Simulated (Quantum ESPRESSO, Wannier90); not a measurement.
Wannier functions of InCl (Cmc2₁)

```xyz
4
Lattice="4.4114 0.0000 0.0000 0.0000 0.0000 -4.5442 -2.2057 6.2199 0.0000" Properties=species:S:1:pos:R:3 pbc="T T T"
In    -2.2057     1.4134     1.1365
In     2.2057    -1.4134    -1.1356
Cl     0.0000    -1.9349     1.2083
Cl     0.0000     1.9349    -1.0638
```

Materials Project entry mp-571636; symmetrised, unrelaxed at this level. Not found in the COD (Crystallography Open Database) copy used, which has the formula in other groups; not checked further. Computed values, not measurements, from LDA: Quantum ESPRESSO (norm-conserving PseudoDojo potentials, cutoff 56 Ry, no spin polarisation, no spin-orbit coupling) on a Γ-centred 6×6×6 mesh, then Wannier90. Density: 8×8×8 mesh, cold smearing 0.01 Ry. Spin-orbit coupling is left out although heavy elements are present.

Functional, cutoff and mesh named above are those of the base row (6×6×6); the first column says what each row takes instead. Model: 10 functions from bands 1-2,13-20, start SCDM (isolated) (the valence bands). Energies are relative to the valence-band maximum; the misfit is to pw.x on a path, for all bands of the set. Only the mesh of Bloch states changes. Ω_total can sit in another minimum from row to row; Ω_I of an isolated set cannot. A star marks runs that hit the step limit.

Among the meshes 2×2×2, 3×3×3, 4×4×4, 5×5×5, 6×6×6, 7×7×7, which is the coarsest that interpolates to 20 meV rms?

4×4×4.

```json
[
 {"mesh": "2×2×2", "Ω_I (Å²)": "12.72", "Ω_total (Å²)": "14.52", "rms misfit (meV)": "53", "k-points (cost)": "8", "rough cost of nscf and overlaps (first row = 1)": "1.0"},
 {"mesh": "3×3×3", "Ω_I (Å²)": "14.80", "Ω_total (Å²)": "16.38", "rms misfit (meV)": "25", "k-points (cost)": "27", "rough cost of nscf and overlaps (first row = 1)": "3.0"},
 {"mesh": "4×4×4", "Ω_I (Å²)": "15.79", "Ω_total (Å²)": "17.28*", "rms misfit (meV)": "9.2", "k-points (cost)": "64", "rough cost of nscf and overlaps (first row = 1)": "7"},
 {"mesh": "5×5×5", "Ω_I (Å²)": "16.29", "Ω_total (Å²)": "17.70", "rms misfit (meV)": "6.4", "k-points (cost)": "125", "rough cost of nscf and overlaps (first row = 1)": "14"},
 {"mesh": "6×6×6", "Ω_I (Å²)": "16.59", "Ω_total (Å²)": "17.95*", "rms misfit (meV)": "1.7", "k-points (cost)": "216", "rough cost of nscf and overlaps (first row = 1)": "26"},
 {"mesh": "7×7×7", "Ω_I (Å²)": "16.78", "Ω_total (Å²)": "18.12*", "rms misfit (meV)": "1.8", "k-points (cost)": "343", "rough cost of nscf and overlaps (first row = 1)": "40"}
]
```

Ω_I still rises with the mesh: the finite-difference spreads converge slowly and from below.
